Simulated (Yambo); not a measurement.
# Optical response of CsTaP$_{2}$O$_{8}$

```
CELL_PARAMETERS angstrom
      4.42272    -2.64543     0.00000
      4.42272     2.64543     0.00000
     -0.51583     0.00000     9.00212
ATOMIC_POSITIONS crystal
  O  0.79136 0.79136 0.91516
  O  0.20864 0.20864 0.08484
  O  0.21199 0.68523 0.14588
  O  0.78801 0.31477 0.85412
  O  0.31477 0.78801 0.85412
  O  0.68523 0.21199 0.14588
  O  0.32388 0.32388 0.35245
  O  0.67612 0.67612 0.64755
  P  0.64493 0.64493 0.80818
  P  0.35507 0.35507 0.19182
  Cs 0.00000 0.00000 0.50000
  Ta 0.00000 0.00000 0.00000
```

Yambo, RPA with local fields on PBEsol bands; 4×4×2 mesh, 163 bands, 3 Ry local-field block, 0.2 eV broadening; field along y.

```
E (eV)  Im ε  Re ε  Im ε, independent particles
------  ----  ----  ---------------------------
0.0     0.00  3.01                         0.00
0.4     0.01  3.01                         0.01
0.8     0.01  3.03                         0.01
1.1     0.02  3.06                         0.02
1.5     0.03  3.11                         0.03
1.9     0.04  3.17                         0.05
2.2     0.06  3.26                         0.07
2.6     0.09  3.40                         0.11
3.0     0.16  3.61                         0.18
3.4     0.37  3.99                         0.44
3.8     1.30  4.08                         1.58
4.1     1.23  3.68                         1.51
4.5     1.86  3.48                         2.28
4.9     1.80  2.79                         1.96
5.2     1.88  2.68                         2.01
5.6     1.35  2.39                         1.39
6.0     1.40  2.83                         1.57
6.4     1.92  2.53                         1.46
6.8     1.73  2.15                         1.24
7.1     1.48  2.06                         1.04
7.5     1.21  2.04                         1.01
7.9     1.04  2.46                         0.99
8.2     1.60  2.73                         1.63
8.6     1.95  2.41                         2.01
9.0     1.87  1.87                         2.00
9.4     1.62  1.95                         1.78
9.8     1.46  2.02                         1.62
10.1    2.02  1.99                         2.26
10.5    1.75  1.51                         1.97
10.9    1.50  1.60                         1.76
11.2    1.45  1.78                         1.71
11.6    1.68  1.91                         1.94
12.0    2.03  1.48                         2.31
12.4    1.64  1.42                         2.09
12.8    1.69  1.58                         2.41
13.1    1.90  1.41                         2.87
13.5    1.96  1.13                         3.08
13.9    1.69  0.93                         2.83
14.2    1.55  0.91                         2.39
14.6    1.54  0.94                         2.49
15.0    1.43  0.89                         2.59
15.4    1.32  0.97                         2.21
15.8    1.41  1.00                         2.13
16.1    1.41  0.91                         2.23
16.5    1.38  0.91                         1.76
16.9    1.38  0.84                         1.48
17.2    1.41  0.91                         1.34
17.6    1.50  0.73                         1.32
18.0    1.42  0.53                         1.26
18.4    1.29  0.51                         1.10
18.8    1.20  0.40                         1.07
19.1    0.99  0.43                         0.98
19.5    0.93  0.55                         0.94
19.9    1.04  0.65                         0.99
```

Structure narrower than a few tenths of an eV can come from the finite k mesh. Convergence of the RPA response with its 4×4×2 mesh was not tested. No excitonic effects at this level.

Spin-orbit coupling is left out, which matters for elements this heavy: edges can move by tenths of an eV.

Geometry of the Materials Project entry, not relaxed at this level.

The structure is a Materials Project entry; no match was found in the copy of COD used, and its stability was not checked.
